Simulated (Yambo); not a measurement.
Yambo run on BaTiO₃ (space group Amm2, No. 38). The wavefunctions are LDA (pw.x of Quantum ESPRESSO, ONCV potentials, without SOC) ones on a 4×4×4 mesh (20 occupied bands); a = 3.9833 Å, b = c = 4.0573 Å, α = 89.75°, β = γ = 90.00°.

Yambo input:

```
rim_cut
HF_and_locXC
RandQpts= 1000000
RandGvec= 1 Ry
EXXRLvcs= 84 Ry
VXCRLvcs= 336 Ry
% QPkrange
 1 | 1 | 20 | 21 |
 21 | 21 | 20 | 21 |
%
```

k points by index: 1 = Γ, 21 = (-0.5, -0.5, -0.5).

Resulting energies as the program prints them:

```
#    K-point    Band    Eo [eV]    Ehf [eV]    Vxc [eV]    Vnlxc [eV]
#
    1    20    -0.385012    -5.122660    -19.93528    -24.67293
    1    21    2.131166    9.319242    -18.84139    -11.65331
    21    20    0.000000    -5.088875    -19.67548    -24.76435
    21    21    4.229224    12.62177    -21.47558    -13.08304
```
Exchange alone, without screening.

Geometry of the Materials Project entry, not relaxed at this level.

This is not the ordinary phase of the substance.
